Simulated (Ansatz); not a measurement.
GaAs (zinc blende)

```
GaAs
1.0
    0.00000     5.74558     5.74558
    2.87279     2.87279     5.74558
    2.87279     2.87279     0.00000
As Ga
2 2
Cartesian
  4.30919   4.30919   4.30919
  4.30919   7.18198   7.18198
  0.00000   0.00000   0.00000
  2.87279   5.74558   2.87279
```

A phonon eigenvector at X = (0.5, 0.5, 0.0) is frozen into this cell: atom i moves by Q times the vector below, so Q is the largest atomic displacement, in Å. The cell is held. (q is in reciprocal vectors of the primitive cell; the cell shown is doubled to hold the pattern.)

| atom | x | y | z |
|---|---|---|---|
| As1 | 0.000 | 0.000 | -1.000 |
| As2 | 0.000 | 0.000 | 1.000 |

Atoms not listed stay in place.

Calculation: PBE (plane waves to 420 eV, PAW, scalar-relativistic; Ansatz, a quantum-chemistry and plane-wave program). k mesh 10×10×10 (Γ-centred), Fermi-Dirac smearing 0.05 eV. GaAs was relaxed with its symmetry unable to fall. 

```
Q (Å)   −dE/dQ from forces (eV/Å)
------  -------------------------
-0.180                      4.182
-0.150                      3.506
-0.120                      2.818
-0.090                      2.121
-0.060                      1.418
-0.030                      0.710
0.000                       0.000
0.030                      -0.710
0.060                      -1.418
0.090                      -2.121
0.120                      -2.818
0.150                      -3.506
0.180                      -4.182
```

**Question.** What harmonic wavenumber does the curvature at Q = 0 give?

**Answer.** 207 cm⁻¹. E″ = 23.68 eV/Å², M = Σ mᵢ|uᵢ|² = 149.8 u, ν̃ = 521.5·√(|E″|/M).

(For displaced atoms, the force is minus the slope of the energy, and its curvature is a force constant, which sets phonon frequencies.)
